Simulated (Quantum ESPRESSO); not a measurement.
# Band energies of Li3BrO

```xyz
5
Lattice="3.9486 0.0000 0.0000 0.0000 3.9486 0.0000 0.0000 0.0000 3.9486" Properties=species:S:1:pos:R:3 pbc="T T T"
Li     1.9743     0.0000     0.0000
Li     0.0000     1.9743     0.0000
Li     0.0000     0.0000     1.9743
O      0.0000     0.0000     0.0000
Br     1.9743     1.9743     1.9743
```

LDA (Quantum ESPRESSO, PseudoDojo norm-conserving, 84 Ry, scalar-relativistic); path ΓXMΓRX,MR; energies in eV from the valence-band maximum.

```csv
k (1/Å),point,band 7,band 8,band 9,band 10,band 11,band 12,band 13,band 14
0.00,Γ,-2.96,-2.96,-0.42,-0.42,-0.42,4.46,6.13,6.13
0.20,,-2.88,-2.88,-0.59,-0.49,-0.49,4.75,6.05,6.58
0.60,,-2.31,-2.31,-1.07,-1.06,-1.06,5.69,5.81,8.37
0.80,X,-2.10,-2.10,-1.27,-1.27,-1.13,5.62,6.04,8.17
0.99,,-2.59,-2.06,-1.24,-1.08,-0.79,5.57,6.34,7.64
1.39,,-3.90,-1.84,-1.09,-0.19,-0.11,4.46,6.19,7.27
1.59,M,-4.10,-1.80,-1.06,0.00,0.00,4.25,5.95,7.12
1.78,,-3.94,-1.85,-1.08,-0.22,-0.03,4.42,6.17,7.25
2.15,,-2.97,-2.37,-1.15,-0.87,-0.24,5.13,7.35,7.82
2.34,,-2.75,-2.68,-1.12,-0.66,-0.34,5.17,6.46,7.13
2.72,Γ,-2.96,-2.96,-0.42,-0.42,-0.42,4.46,6.13,6.13
3.06,,-3.08,-2.59,-1.10,-0.46,-0.46,5.26,6.60,6.60
3.41,,-3.34,-3.03,-0.75,-0.62,-0.62,6.45,7.23,7.35
3.75,,-3.59,-3.59,-0.83,-0.83,-0.49,6.57,7.76,7.76
4.09,R,-3.69,-3.69,-0.93,-0.93,-0.93,8.03,8.03,8.03
4.26,,-3.66,-3.63,-0.94,-0.83,-0.83,7.51,7.80,8.03
4.58,,-3.38,-3.17,-1.06,-0.49,-0.33,6.42,6.46,7.81
4.90,,-2.75,-2.48,-1.21,-0.84,-0.46,5.92,6.33,7.01
5.22,X,-2.10,-2.10,-1.27,-1.27,-1.13,5.62,6.04,8.17
5.22,M,-4.10,-1.80,-1.06,0.00,0.00,4.25,5.95,7.12
5.38,,-4.07,-2.05,-1.05,-0.09,-0.09,4.70,6.07,7.17
5.70,,-3.85,-3.16,-0.97,-0.59,-0.59,6.97,7.26,7.56
6.02,R,-3.69,-3.69,-0.93,-0.93,-0.93,8.03,8.03,8.03
```

The LDA gap is direct, 4.25 eV at M.

Spin-orbit splittings are left out. The cell is held in this high symmetry; tilts and polar distortions were not searched.

Geometry of the Materials Project entry, not relaxed at this level.
